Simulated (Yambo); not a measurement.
Yambo run on MgH₂ (rutile, space group P4_2/mnm, No. 136). The wavefunctions come from this Quantum ESPRESSO step (PBEsol, PseudoDojo standard norm-conserving files, scalar-relativistic):

```
&CONTROL
  calculation = 'nscf'
  pseudo_dir = './pseudo'
  outdir = './out'
/
&SYSTEM
  ibrav = 0
  nat = 6
  ntyp = 2
  ecutwfc = 84.0
  ecutrho = 336.0
  occupations = 'fixed'
  force_symmorphic = .true.
  nbnd = 112
/
&ELECTRONS
  conv_thr = 6.000000000000001e-09
  diago_full_acc = .true.
  diago_thr_init = 1e-08
/
ATOMIC_SPECIES
H 1.0080 H.upf
Mg 24.3050 Mg.upf
CELL_PARAMETERS angstrom
  4.476690000000   0.000000000000   0.000000000000
  0.000000000000   4.476690000000   0.000000000000
  0.000000000000   0.000000000000   2.992540000000
ATOMIC_POSITIONS crystal
H   0.695570000000   0.695570000000   0.000000000000
H   0.304430000000   0.304430000000   0.000000000000
H   0.804430000000   0.195570000000   0.500000000000
H   0.195570000000   0.804430000000   0.500000000000
Mg   0.500000000000   0.500000000000   0.500000000000
Mg   0.000000000000   0.000000000000   0.000000000000
K_POINTS automatic
4 4 6 0 0 0
```

Yambo input:

```
rim_cut
gw0
dyson
el_el_corr
HF_and_locXC
ppa
em1d
RandQpts= 1000000
RandGvec= 1 Ry
EXXRLvcs= 84 Ry
VXCRLvcs= 336 Ry
Chimod= "HARTREE"
% BndsRnXp
 9 | 111 |
%
NGsBlkXp= 8 Ry
% LongDrXp
 1.0 | 1.0 | 1.0 |
%
PPAPntXp= 27.2114 eV
% GbndRnge
 1 | 111 |
%
GTermKind= "BG"
DysSolver= "n"
ExtendOut
% QPkrange
 1 | 1 | 12 | 13 |
 4 | 4 | 12 | 13 |
 5 | 5 | 12 | 13 |
 9 | 9 | 12 | 13 |
 12 | 12 | 12 | 13 |
 21 | 21 | 12 | 13 |
 24 | 24 | 12 | 13 |
%
```

k points by index: 1 = Γ, 4 = Z, 5 = (0, 0.25, 0), 9 = X, 12 = R, 21 = M, 24 = A.

Resulting energies as the program prints them:

```
#    K-point    Band    Eo [eV]    E [eV]    E-Eo [eV]    Vxc [eV]    Vnlxc [eV]    Sc|Eo [eV]    Sc|E [eV]    dSc/dw|Eo [eV]    Re(Z)    Im(Z)
#
    1    12    -0.427010    -1.689674    -1.262664    -11.36123    -14.69861    1.716293    2.074724    -7.723412    0.778915    -0.001856
    1    13    4.453530    5.034606    0.581077    -7.183630    -3.067540    -3.410197    -3.535013    -5.843392    0.823218    -0.001553
    4    12    -0.044173    -1.450437    -1.406264    -11.53545    -15.11055    1.770171    2.168832    -7.713201    0.779143    -0.001819
    4    13    6.295171    7.271961    0.976791    -10.20101    -5.243306    -3.743344    -3.980909    -6.616363    0.804404    -0.002150
    5    12    0.000000    -1.363365    -1.363365    -11.46838    -14.94299    1.726729    2.111241    -7.673517    0.780029    -0.001821
    5    13    4.564856    5.310802    0.745946    -8.750439    -4.467977    -3.369543    -3.536517    -6.089719    0.817129    -0.001577
    9    12    -0.502496    -1.913236    -1.410741    -11.27905    -14.97819    1.882877    2.288404    -7.821060    0.776744    -0.001879
    9    13    5.172054    5.974941    0.802888    -8.728144    -4.231130    -3.512602    -3.694126    -6.150810    0.815632    -0.001652
    12    12    -1.120281    -2.471237    -1.350956    -10.75571    -14.39741    1.899203    2.290742    -7.885169    0.775323    -0.002223
    12    13    5.079960    5.776353    0.696394    -9.183852    -4.863565    -3.458629    -3.623893    -6.456038    0.808237    -0.001682
    21    12    -2.863240    -4.319010    -1.455770    -10.17032    -14.58439    2.497513    2.958302    -8.612361    0.759589    -0.001190
    21    13    9.115390    10.02820    0.912809    -10.36615    -4.992757    -4.205568    -4.460587    -7.602712    0.781619    0.519516E-3
    24    12    -0.973548    -2.418465    -1.444917    -10.92422    -14.76435    1.975113    2.395219    -7.910724    0.774761    -0.001717
    24    13    3.739989    4.587589    0.847600    -9.398927    -5.062801    -3.298287    -3.488526    -6.106315    0.816722    -0.001576
```
(The two width columns are left out.) Convergence of these settings isn't established.

Geometry of the Materials Project entry, not relaxed at this level.
